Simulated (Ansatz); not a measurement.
# What DFT gives for KNa₂SiO₃

```yaml
crystal:
  lattice:
    - [6.27365, 0.00000, 0.00000]
    - [0.00000, 5.81967, 0.00000]
    - [0.00000, 0.00000, 5.78434]
  atoms:
    - { symbol: O, position: [0.25000, 0.75000, 0.04280] }
    - { symbol: O, position: [0.75000, 0.25000, 0.95720] }
    - { symbol: Na, position: [0.48000, 0.75000, 0.37100] }
    - { symbol: Na, position: [0.02000, 0.75000, 0.37100] }
    - { symbol: Na, position: [0.98000, 0.25000, 0.62900] }
    - { symbol: Na, position: [0.52000, 0.25000, 0.62900] }
    - { symbol: O, position: [0.25000, 0.96230, 0.65200] }
    - { symbol: O, position: [0.25000, 0.53770, 0.65200] }
    - { symbol: O, position: [0.75000, 0.03770, 0.34800] }
    - { symbol: O, position: [0.75000, 0.46230, 0.34800] }
    - { symbol: K, position: [0.75000, 0.75000, 0.91770] }
    - { symbol: K, position: [0.25000, 0.25000, 0.08230] }
    - { symbol: Si, position: [0.25000, 0.75000, 0.79480] }
    - { symbol: Si, position: [0.75000, 0.25000, 0.20520] }
```

Level: r2SCAN, no spin polarisation; 500 eV; 6×6×6 Γ-centred mesh; fermi-dirac occupations (width 0.1 eV); Ansatz 0.2.0, fixed geometry.

- Stress: The pressure is 19.2 GPa (compression positive), so with the atoms held at these fractions the cell would first expand; the forces are large, so a full relaxation may end otherwise. The principal stresses 5.8, 20.3, 31.5 GPa differ, so its shape would change too.
- Forces: The largest is on O1 (and as large on other atoms): 9.68 eV/Å, components (0.00, 0.00, 9.68). It makes 180° with the line to a nearest neighbour, Si13 at 1.43 Å, pointing away from it.
- Charges: Bader charges in e: K +0.69, Na +0.85, Si +3.04, O -1.81. In the mean Si gives up most and O takes most.
- Electronic structure: It is a metal, with about 2.6 states/eV a cell as the mean within 0.25 eV of the Fermi level, mostly K s (29 %), Na s (20 %) and Si s (15 %).
- Formation energy: -1.67 eV an atom against the elements' usual phases (free molecules for gases, crystals otherwise, with no correction for O₂ or N₂), so it is bound against them; other compounds may still compete. Relaxing would lower it.

Origin: a known structure type with other elements, at an estimated volume, so it need not be a known compound. Caveats: atoms or cell far from equilibrium.
